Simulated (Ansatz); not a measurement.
Starting structure of a cell relaxation (symmetry kept):

```yaml
crystal:
  lattice:
    - [-3.52942, 3.52942, 2.65357]
    - [3.52942, -3.52942, 2.65357]
    - [3.52942, 3.52942, -2.65357]
  atoms:
    - { symbol: As, position: [0.87500, 0.12500, 0.75000] }
    - { symbol: As, position: [0.37500, 0.12500, 0.25000] }
    - { symbol: As, position: [0.87500, 0.62500, 0.75000] }
    - { symbol: As, position: [0.87500, 0.12500, 0.25000] }
    - { symbol: Se, position: [0.50000, 0.50000, 0.00000] }
    - { symbol: Se, position: [0.25000, 0.75000, 0.50000] }
```

The calculation used DFT r2SCAN, scalar-relativistic, plane waves, PAW (Ansatz).

Settings: cutoff 500 eV, Γ-centred mesh 8×8×8 on the computed 6-atom cell, Gaussian smearing of 0.10 eV; no spin polarisation.

Problem. What does it relax to?

Solution. The volume drops by 0.45 Å³/atom to 21.59 Å³/atom, and the energy falls by 2.8 meV/atom. Final structure:
```yaml
crystal:
  lattice:
    - [-3.51421, 3.51421, 2.62185]
    - [3.51421, -3.51421, 2.62185]
    - [3.51421, 3.51421, -2.62185]
  atoms:
    - { symbol: As, position: [0.87500, 0.12500, 0.75000] }
    - { symbol: As, position: [0.37500, 0.12500, 0.25000] }
    - { symbol: As, position: [0.87500, 0.62500, 0.75000] }
    - { symbol: As, position: [0.87500, 0.12500, 0.25000] }
    - { symbol: Se, position: [0.50000, 0.50000, 0.00000] }
    - { symbol: Se, position: [0.25000, 0.75000, 0.50000] }
```